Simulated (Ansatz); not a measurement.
**PtSe: changing the functional**

The cell as given:

The structure is hexagonal, space group P-6m2 (No. 187). The conventional cell has a = 3.702 Å, b = 3.702 Å, c = 3.613 Å, α = 90.00°, β = 90.00°, γ = 120.00°. Pt (site symmetry -6m2) has 6 Se at 2.80 Å as nearest neighbours. Se (site symmetry -6m2) has 6 Pt at 2.80 Å as nearest neighbours.

The cell comes from a database or a generator and needn't be the stable form of this composition.

Kept alike: task relaxation of cell and atoms; k mesh 8 × 8 × 7; occupations fermi-dirac, width 0.05 eV; no spin polarisation. Program: Ansatz, Ansatz PAW. Cutoffs run from 420 to 500 eV. The mesh is that of the run's cell of 2 atoms. No spin-orbit coupling.

| run | volume (Å³/atom) | first edge of the run's cell (Å) | third edge of the run's cell (Å) |
| --- | --- | --- | --- |
| A | 18.431 | 3.694 | 3.120 |
| B | 20.694 | 3.811 | 3.291 |
| C | 19.574 | 3.765 | 3.188 |
| D | 18.789 | 3.638 | 3.279 |
| E | 19.702 | 3.775 | 3.194 |
| F | 19.268 | 3.743 | 3.177 |

The relaxations keep at least the cell's symmetry (P-6m2). For a metal such a mesh leaves the last digits unconverged. Relaxations stop with a little pressure left, so the last digits of a volume or edge aren't settled. Runs of this series that gave no sound value for these columns are left out. All rows use potentials made for PBE.

The runs differ in the functional (and the cutoff that goes with it) alone: BLYP; PBE; PBEsol; RPBE; r2SCAN; revPBE. Which run is which?

Run A is PBEsol; run B is BLYP; run C is revPBE; run D is r2SCAN; run E is RPBE; run F is PBE. The volume runs from 18.431 (PBEsol) to 20.694 Å³/atom (BLYP). From PBE: BLYP +1.426; PBEsol -0.837; RPBE +0.434; r2SCAN -0.479; revPBE +0.306. The first edge of the run's cell runs from 3.638 (r2SCAN) to 3.811 Å (BLYP). From PBE: BLYP +0.068; PBEsol -0.049; RPBE +0.032; r2SCAN -0.105; revPBE +0.022. The third edge of the run's cell runs from 3.120 (PBEsol) to 3.291 Å (BLYP). From PBE: BLYP +0.114; PBEsol -0.057; RPBE +0.017; r2SCAN +0.102; revPBE +0.011.
